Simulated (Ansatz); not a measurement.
input.yaml

```yaml
crystal:
  lattice:
    - [0.0, 2.1997448331, 2.1997448331]
    - [2.1997448331, 0.0, 2.1997448331]
    - [2.1997448331, 2.1997448331, 0.0]
  atoms:
    - { symbol: Si, position: [0.0, 0.0, 0.0] }
    - { symbol: C, position: [0.25, 0.25, 0.25] }
basis:
  ecutwfc: 500
kpoints:
  mp_grid: { grid: [10, 10, 10] }
hamiltonian:
  xc: r2scan
scf:
  occupations: { method: gaussian, width: 0.02 }
output:
  forces: true
  stress: true
  eigenvalues: true
```

Command:
```bash
ansatz run input.yaml --threads 1 --pin off --max-ram 2560MiB --backend cpu --events-out ev --progress --plain --runs-dir out
```

Level of theory: DFT r2SCAN, scalar-relativistic, plane waves, PAW in Ansatz.

Part of what the program printed, abridged (iterations and final results):

```
SCF iter   1: F=—  HF=-891.279988 eV  |F-HF|=—  |Δ(HF+E_count)|=         —  Δρ=5.78e-3  dr2=4.49e-3  dr2_τ=1.78e-1  ethr=1.77e-3  ⟨swp⟩=6.2  Hψ=3311  notcnv=0
SCF iter   2: F=—  HF=-891.321374 eV  |F-HF|=—  |Δ(HF+E_count)|=   4.14e-2  Δρ=3.89e-3  dr2=1.76e-3  dr2_τ=3.22e-5  ethr=5.61e-5  ⟨swp⟩=2.3  Hψ=1145  notcnv=0
SCF iter   3: F=—  HF=-891.321322 eV  |F-HF|=—  |Δ(HF+E_count)|=   5.22e-5  Δρ=1.36e-3  dr2=3.74e-4  dr2_τ=5.67e-6  ethr=2.20e-5  ⟨swp⟩=2.0  Hψ=734  notcnv=0
SCF iter   4: F=—  HF=-891.321325 eV  |F-HF|=—  |Δ(HF+E_count)|=   3.38e-6  Δρ=2.47e-4  dr2=9.61e-6  dr2_τ=2.31e-6  ethr=4.68e-6  ⟨swp⟩=2.4  Hψ=682  notcnv=0
SCF iter   5: F=—  HF=-891.321323 eV  |F-HF|=—  |Δ(HF+E_count)|=   2.28e-6  Δρ=6.19e-5  dr2=4.18e-7  dr2_τ=2.56e-8  ethr=1.20e-7  ⟨swp⟩=2.5  Hψ=540  notcnv=0
SCF iter   6: F=-891.321323 eV  HF=-891.321323 eV  |F-HF|=6.57e-9  |Δ(HF+E_count)|=   1.42e-7  Δρ=1.97e-5  dr2=4.96e-8  dr2_τ=6.90e-10  ethr=1.25e-9  ⟨swp⟩=5.1  Hψ=1895  notcnv=0
SCF 1 converged in 6 iterations: F = -891.321323 eV  dr2 = 4.96e-8
SCF converged after 6 iterations
Free energy (F): -891.321323 eV
Harris-Foulkes:  -891.321323 eV  (|F-HF|=6.57e-9)
Internal energy: -891.321323 eV  (E = F + TS)
E sigma→0 (E₀):  -891.321323 eV
Fermi energy:    9.875059 eV
--- Per-component energies (eV) ---
  E_band       = 23.238087
  E_kinetic    = 134.406903
  E_local      = -105.289715  (includes V_loc(G=0)·N_el)
  E_nonlocal   = 49.994268
  E_hartree    = 32.725936
  E_xc         = -100.803928
  E_vxc        = -117.877499  (∫ρ·V_xc dr)
  E_paw        = -620.155481  (= ΣΔE_a)
  E_vpaw       = -8.991519  (= ΣTr[D̂ρ^β])
  E_aug_tail   = 0.000008  (compensation charges beyond the density's cutoff)
  E_vtau       = 5.542915  (kinetic-family band-sum trace: ∫τ·v_τ [+ j·A + Jᵃ·Aᵃ] dr)
  E_ewald      = -282.098109
  E_core_change = -0.101207  (= ΣΔE_core)
  E_smearing   =  0.000000  (= −TS)
--- Forces (eV/Å), atoms counted from 1 ---
  atom   1  Si     0.00000000     0.00000000     0.00000000
  atom   2  C      0.00000000     0.00000000     0.00000000
--- Stress (GPa, compression-positive) ---
       -6.345644       0.000000       0.000000
        0.000000      -6.345644       0.000000
        0.000000       0.000000      -6.345644
  P = ⅓ Tr σ = -6.3456 GPa (-63.456 kbar)
--- Band table (eV; the first three rows and the last of 47) ---
  k-point 0: bands = ["-6.9466", "9.0089", "9.0089", "9.0089", "15.4562", "16.6506", "16.6506", "16.6506"]
  k-point 1: bands = ["-6.7488", "7.9622", "8.8700", "8.8700", "15.7626", "16.9041", "16.9041", "16.9460"]
  k-point 2: bands = ["-6.1652", "5.7791", "8.5504", "8.5504", "15.5009", "17.2877", "17.2877", "18.2513"]
  k-point 46: bands = ["-1.8091", "1.6989", "4.1511", "4.4151", "14.1256", "17.5065", "19.5048", "20.7656"]
```

The run converged.

Time: 2.1 s on 1 thread of Intel(R) Xeon(R) Platinum 8375C CPU @ 2.90GHz (Ice Lake), with other jobs on the host, peak memory 0.39 GiB.